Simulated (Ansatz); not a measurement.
A 12-atom cell of Zr3SnO8 built on the rutile structure (relaxed group Cmmm): a relaxation of cell and atoms in Ansatz 0.2.0 (PBEsol). It starts from the PBE minimum.

```yaml
crystal:
  lattice:
    - [3.4668991138, -3.445327963, 0.0]
    - [3.4668991138, 3.445327963, 0.0]
    - [0.0, 0.0, 6.5180028604]
  atoms:
    - { symbol: Zr, position: [0.5, 0.5, 0.2493460762] }
    - { symbol: Sn, position: [0.0, 0.0, 0.0] }
    - { symbol: O, position: [0.1942638357, 0.1942638357, 0.24812177] }
    - { symbol: O, position: [0.8057361643, 0.8057361643, 0.24812177] }
    - { symbol: O, position: [0.6957620196, 0.3042379804, 0.0] }
    - { symbol: O, position: [0.3042379804, 0.6957620196, 0.0] }
    - { symbol: Zr, position: [0.5, 0.5, 0.7506539238] }
    - { symbol: Zr, position: [0.0, 0.0, 0.5] }
    - { symbol: O, position: [0.1942638357, 0.1942638357, 0.75187823] }
    - { symbol: O, position: [0.8057361643, 0.8057361643, 0.75187823] }
    - { symbol: O, position: [0.6936620453, 0.3063379547, 0.5] }
    - { symbol: O, position: [0.3063379547, 0.6936620453, 0.5] }
kpoints:
  mp_grid: { grid: [6, 6, 4] }
hamiltonian:
  xc: pbesol
scf:
  occupations: { method: fermi_dirac, width: 0.02 }
relax:
  f_tol: 0.005
  cell: {}
```

The trajectory has 8 recorded frames, each with positions in Å and forces in eV/Å. The last, and any step after a large change of cell, is solved on a basis re-selected at its cell; pressure is positive in compression.

Step 1: energy 0.0 meV/atom from step 1, largest force component 0.061 eV/Å, pressure -5.61 GPa
```xyz
12
Lattice="3.4669 -3.4453 0.0000 3.4669 3.4453 0.0000 0.0000 0.0000 6.5180" Properties=species:S:1:pos:R:3:forces:R:3 pbc="T T T"
Zr    3.4669    0.0000    1.6252    0.0000    0.0000    0.0078
Sn    0.0000    0.0000    0.0000    0.0000    0.0000    0.0000
O     1.3470    0.0000    1.6173   -0.0535    0.0000   -0.0065
O     5.5868    0.0000    1.6173    0.0535    0.0000   -0.0065
O     3.4669   -1.3489    0.0000    0.0000    0.0551    0.0000
O     3.4669    1.3489    0.0000    0.0000   -0.0551    0.0000
Zr    3.4669    0.0000    4.8928    0.0000    0.0000   -0.0078
Zr    0.0000    0.0000    3.2590    0.0000    0.0000    0.0000
O     1.3470    0.0000    4.9007   -0.0535    0.0000    0.0065
O     5.5868    0.0000    4.9007    0.0535    0.0000    0.0065
O     3.4669   -1.3345    3.2590    0.0000    0.0606    0.0000
O     3.4669    1.3345    3.2590    0.0000   -0.0606    0.0000
```

Step 2: energy -7.8 meV/atom from step 1, largest force component 0.137 eV/Å, pressure +1.35 GPa
```xyz
12
Lattice="3.4258 -3.4051 0.0000 3.4258 3.4051 0.0000 0.0000 0.0000 6.4543" Properties=species:S:1:pos:R:3:forces:R:3 pbc="T T T"
Zr    3.4258    0.0000    1.6097    0.0000    0.0000    0.0190
Sn    0.0000    0.0000    0.0000    0.0000    0.0000    0.0000
O     1.3315    0.0000    1.6019   -0.0017    0.0000   -0.0745
O     5.5201    0.0000    1.6019    0.0017    0.0000   -0.0745
O     3.4258   -1.3325    0.0000    0.0000   -0.1375    0.0000
O     3.4258    1.3325    0.0000    0.0000    0.1375    0.0000
Zr    3.4258    0.0000    4.8445    0.0000    0.0000   -0.0190
Zr    0.0000    0.0000    3.2271    0.0000    0.0000    0.0000
O     1.3315    0.0000    4.8524   -0.0017    0.0000    0.0745
O     5.5201    0.0000    4.8524    0.0017    0.0000    0.0745
O     3.4258   -1.3190    3.2271    0.0000   -0.0348    0.0000
O     3.4258    1.3190    3.2271    0.0000    0.0348    0.0000
```

**Question.** Estimate where the relaxation ends.

**Answer.**
Step 3: energy -7.8 meV/atom from step 1, largest force component 0.017 eV/Å, pressure -0.05 GPa
```xyz
12
Lattice="3.4329 -3.4115 0.0000 3.4329 3.4115 0.0000 0.0000 0.0000 6.4676" Properties=species:S:1:pos:R:3:forces:R:3 pbc="T T T"
Zr    3.4329    0.0000    1.6119    0.0000    0.0000    0.0162
Sn    0.0000    0.0000    0.0000    0.0000    0.0000    0.0000
O     1.3335    0.0000    1.6021    0.0113    0.0000   -0.0062
O     5.5324    0.0000    1.6021   -0.0113    0.0000   -0.0062
O     3.4329   -1.3386    0.0000    0.0000   -0.0093    0.0000
O     3.4329    1.3386    0.0000    0.0000    0.0093    0.0000
Zr    3.4329    0.0000    4.8556    0.0000    0.0000   -0.0162
Zr    0.0000    0.0000    3.2338    0.0000    0.0000    0.0000
O     1.3335    0.0000    4.8655    0.0113    0.0000    0.0062
O     5.5324    0.0000    4.8655   -0.0113    0.0000    0.0062
O     3.4329   -1.3212    3.2338    0.0000   -0.0169    0.0000
O     3.4329    1.3212    3.2338    0.0000    0.0169    0.0000
```

Step 4: energy -7.9 meV/atom from step 1, largest force component 0.008 eV/Å, pressure -0.01 GPa
```xyz
12
Lattice="3.4325 -3.4108 0.0000 3.4325 3.4108 0.0000 0.0000 0.0000 6.4680" Properties=species:S:1:pos:R:3:forces:R:3 pbc="T T T"
Zr    3.4325    0.0000    1.6126    0.0000    0.0000   -0.0072
Sn    0.0000    0.0000    0.0000    0.0000    0.0000    0.0000
O     1.3335    0.0000    1.6019    0.0067    0.0000    0.0004
O     5.5314    0.0000    1.6019   -0.0067    0.0000    0.0004
O     3.4325   -1.3383    0.0000    0.0000   -0.0076    0.0000
O     3.4325    1.3383    0.0000    0.0000    0.0076    0.0000
Zr    3.4325    0.0000    4.8554    0.0000    0.0000    0.0072
Zr    0.0000    0.0000    3.2340    0.0000    0.0000    0.0000
O     1.3335    0.0000    4.8661    0.0067    0.0000   -0.0004
O     5.5314    0.0000    4.8661   -0.0067    0.0000   -0.0004
O     3.4325   -1.3216    3.2340    0.0000   -0.0051    0.0000
O     3.4325    1.3216    3.2340    0.0000    0.0051    0.0000
```

Step 5: energy -7.9 meV/atom from step 1, largest force component 0.001 eV/Å, pressure 0.00 GPa
```xyz
12
Lattice="3.4322 -3.4105 0.0000 3.4322 3.4105 0.0000 0.0000 0.0000 6.4685" Properties=species:S:1:pos:R:3:forces:R:3 pbc="T T T"
Zr    3.4322    0.0000    1.6125    0.0000    0.0000    0.0004
Sn    0.0000    0.0000    0.0000    0.0000    0.0000    0.0000
O     1.3337    0.0000    1.6020   -0.0001    0.0000    0.0006
O     5.5307    0.0000    1.6020    0.0001    0.0000    0.0006
O     3.4322   -1.3386    0.0000    0.0000   -0.0008    0.0000
O     3.4322    1.3386    0.0000    0.0000    0.0008    0.0000
Zr    3.4322    0.0000    4.8560    0.0000    0.0000   -0.0004
Zr    0.0000    0.0000    3.2342    0.0000    0.0000    0.0000
O     1.3337    0.0000    4.8665   -0.0001    0.0000   -0.0006
O     5.5307    0.0000    4.8665    0.0001    0.0000   -0.0006
O     3.4322   -1.3217    3.2342    0.0000    0.0005    0.0000
O     3.4322    1.3217    3.2342    0.0000   -0.0005    0.0000
```

Step 6: energy -6.5 meV/atom from step 1, largest force component 0.002 eV/Å, pressure -0.18 GPa
```xyz
12
Lattice="3.4322 -3.4105 0.0000 3.4322 3.4105 0.0000 0.0000 0.0000 6.4685" Properties=species:S:1:pos:R:3:forces:R:3 pbc="T T T"
Zr    3.4322    0.0000    1.6125    0.0000    0.0000    0.0005
Sn    0.0000    0.0000    0.0000    0.0000    0.0000    0.0000
O     1.3337    0.0000    1.6020   -0.0002    0.0000    0.0003
O     5.5307    0.0000    1.6020    0.0002    0.0000    0.0003
O     3.4322   -1.3386    0.0000    0.0000   -0.0019    0.0000
O     3.4322    1.3386    0.0000    0.0000    0.0019    0.0000
Zr    3.4322    0.0000    4.8560    0.0000    0.0000   -0.0005
Zr    0.0000    0.0000    3.2342    0.0000    0.0000    0.0000
O     1.3337    0.0000    4.8665   -0.0002    0.0000   -0.0003
O     5.5307    0.0000    4.8665    0.0002    0.0000   -0.0003
O     3.4322   -1.3217    3.2342    0.0000    0.0002    0.0000
O     3.4322    1.3217    3.2342    0.0000   -0.0002    0.0000
```

Step 7: energy -6.6 meV/atom from step 1, largest force component 0.002 eV/Å, pressure 0.00 GPa
```xyz
12
Lattice="3.4309 -3.4092 0.0000 3.4309 3.4092 0.0000 0.0000 0.0000 6.4677" Properties=species:S:1:pos:R:3:forces:R:3 pbc="T T T"
Zr    3.4309    0.0000    1.6123    0.0000    0.0000    0.0005
Sn    0.0000    0.0000    0.0000    0.0000    0.0000    0.0000
O     1.3332    0.0000    1.6017    0.0015    0.0000    0.0004
O     5.5285    0.0000    1.6017   -0.0015    0.0000    0.0004
O     3.4309   -1.3383    0.0000    0.0000    0.0006    0.0000
O     3.4309    1.3383    0.0000    0.0000   -0.0006    0.0000
Zr    3.4309    0.0000    4.8554    0.0000    0.0000   -0.0005
Zr    0.0000    0.0000    3.2338    0.0000    0.0000    0.0000
O     1.3332    0.0000    4.8660    0.0015    0.0000   -0.0004
O     5.5285    0.0000    4.8660   -0.0015    0.0000   -0.0004
O     3.4309   -1.3212    3.2338    0.0000    0.0000    0.0000
O     3.4309    1.3212    3.2338    0.0000    0.0000    0.0000
```

Step 8: energy -6.5 meV/atom from step 1, largest force component 0.001 eV/Å, pressure 0.00 GPa
```xyz
12
Lattice="3.4309 -3.4092 0.0000 3.4309 3.4092 0.0000 0.0000 0.0000 6.4677" Properties=species:S:1:pos:R:3:forces:R:3 pbc="T T T"
Zr    3.4309    0.0000    1.6123    0.0000    0.0000    0.0004
Sn    0.0000    0.0000    0.0000    0.0000    0.0000    0.0000
O     1.3332    0.0000    1.6017    0.0015    0.0000    0.0003
O     5.5285    0.0000    1.6017   -0.0015    0.0000    0.0003
O     3.4309   -1.3383    0.0000    0.0000    0.0005    0.0000
O     3.4309    1.3383    0.0000    0.0000   -0.0005    0.0000
Zr    3.4309    0.0000    4.8554    0.0000    0.0000   -0.0004
Zr    0.0000    0.0000    3.2338    0.0000    0.0000    0.0000
O     1.3332    0.0000    4.8660    0.0015    0.0000   -0.0003
O     5.5285    0.0000    4.8660   -0.0015    0.0000   -0.0003
O     3.4309   -1.3212    3.2338    0.0000    0.0000    0.0000
O     3.4309    1.3212    3.2338    0.0000    0.0000    0.0000
```

The walk took 6 steps, besides SCFs solved again on a fresh basis, and changed the volume by -2.8 %. The last SCF, on a fresh basis, lies 6.5 meV an atom below the first. Final cell: the symmetry is Cmmm (No. 65, orthorhombic); conventional cell a = 6.818 Å, b = 6.862 Å, c = 6.468 Å, 12.61 Å³ an atom. Around Zr lie 6 O at 2.09–2.10 Å; around Sn lie 6 O at 2.07–2.08 Å; around O lie 1 Sn at 2.08 Å and 2 Zr at 2.10–2.11 Å; around O lie 1 Sn at 2.07 Å and 2 Zr at 2.10 Å; around Zr lie 6 O at 2.09–2.11 Å; around O lie 3 Zr at 2.09 Å.

Wall time 23 s on 1 × NVIDIA H100 80GB HBM3 with 2 threads of AMD EPYC 7R13 Processor (Zen 3), with other jobs on the host; peak host memory 1.2 GiB.

The calculation is spin-unpolarised, and the structure need not be a phase that has been made.
